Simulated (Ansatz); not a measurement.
## Notes on LiH4BrO2

```xyz
16
Lattice="5.3168 0.0000 0.0000 2.6543 5.8425 0.0000 0.8895 2.7239 5.7520" Properties=species:S:1:pos:R:3 pbc="T T T"
Br    1.8895    1.3483    1.3415
Br    6.9711    7.2181    4.4105
Li    3.0758    3.5241    2.7782
Li    5.7848    5.0423    2.9738
O     7.4101    4.9999    1.6974
O     1.4505    3.5665    4.0546
O     4.7949    3.6022    1.6761
O     4.0657    4.9642    4.0759
H     7.7735    5.8952    1.8123
H     1.0871    2.6712    3.9397
H     5.5515    2.9931    1.7343
H     3.3091    5.5733    4.0177
H     4.8783    4.0151    0.7990
H     3.9823    4.5512    4.9530
H     7.3241    4.9003    0.7333
H     1.5365    3.6661    5.0187
```

Method: PBE, no spin polarisation; PAW, plane waves to 420 eV, 4×4×3 (shifted by 0.5, 0.5, 0 steps) mesh, fermi-dirac occupations (width 0.1 eV) (Ansatz 0.2.0), atoms fixed.

**Band edges.** Within 0.7 eV of the edges, the states project mainly on Br p (90 %) below the gap and on H s (33 %), Li s (25 %) and O s (16 %) above it.
**Stress.** The pressure is 2.0 GPa (compression positive), so with the atoms held at these fractions the cell would first expand.
**Charges.** Bader charges in e: Li +0.90, H +0.58, Br -0.75, O -1.24. In the mean Li gives up most and O takes most.
**Electronic structure.** The gap on the k mesh is 4.54 eV; the mesh may miss the band edges, so the true gap of this level can be smaller.

Origin: a database entry at a rescaled volume. Caveats: an odd or shifted mesh can miss the band edges, so this level's true gap may be smaller.
